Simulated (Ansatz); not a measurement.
Consider the following.

Starting cell, LiNbO₃ (space group R-3):

```
LiNbO3
1.0
    2.57282     1.48542     4.61934
   -2.57282     1.48542     4.61934
    0.00000    -2.97084     4.61934
Li Nb O
2 2 6
Direct
  0.35674   0.35674   0.35674
  0.64326   0.64326   0.64326
  0.14411   0.14411   0.14411
  0.85589   0.85589   0.85589
  0.22003   0.56023   0.95639
  0.77997   0.43977   0.04361
  0.56023   0.95639   0.22003
  0.43977   0.04361   0.77997
  0.95639   0.22003   0.56023
  0.04361   0.77997   0.43977
```

A phonon eigenvector at Γ is frozen into this cell: atom i moves by Q times the vector below, so Q is the largest atomic displacement, in Å. The cell is held. It is one choice among 2 degenerate patterns.

| atom | x | y | z |
|---|---|---|---|
| Li1 | 0.000 | 1.000 | 0.000 |
| Li2 | 0.000 | 1.000 | 0.000 |
| Nb3 | 0.005 | -0.049 | 0.000 |
| Nb4 | 0.005 | -0.049 | 0.000 |
| O5 | -0.014 | -0.056 | 0.037 |
| O6 | -0.014 | -0.056 | 0.037 |
| O7 | -0.001 | -0.050 | 0.048 |
| O8 | -0.001 | -0.050 | 0.048 |
| O9 | -0.013 | -0.042 | -0.085 |
| O10 | -0.013 | -0.042 | -0.085 |

Method: LDA (plane waves to 420 eV, PAW, scalar-relativistic; Ansatz, a first-principles code). k mesh 8×8×8 (Γ-centred), Fermi-Dirac smearing 0.05 eV. Energies are smeared free energies. LiNbO3 is run without spin polarisation. LiNbO3 was relaxed with its symmetry unable to fall. This is one of several known forms of LiNbO3; the measured ambient cells at hand have space group No. 161. ΔE is measured from the undisplaced structure.

The scan covers Q from -0.100 to 0.100 Å in 13 points.

**Question.** Is the energy the same for equal positive and negative displacements?

**Answer.** Even: the same for both signs.

**Question.** Is this a single well or a double well?

**Answer.** A single well with its minimum at or next to zero displacement.

**Question.** Which space group does the distorted structure have?

**Answer.** P1 (No. 1), lowered from R-3.

**Question.** What is the energy change at Q = 0.100 Å?

**Answer.** 14.0 meV/cell.

**Question.** What harmonic wavenumber does the curvature at Q = 0 give?

**Answer.** 224 cm⁻¹.

(A displaced cell: forces are minus the slopes of the energy, force constants its curvatures, and phonons follow from these.)
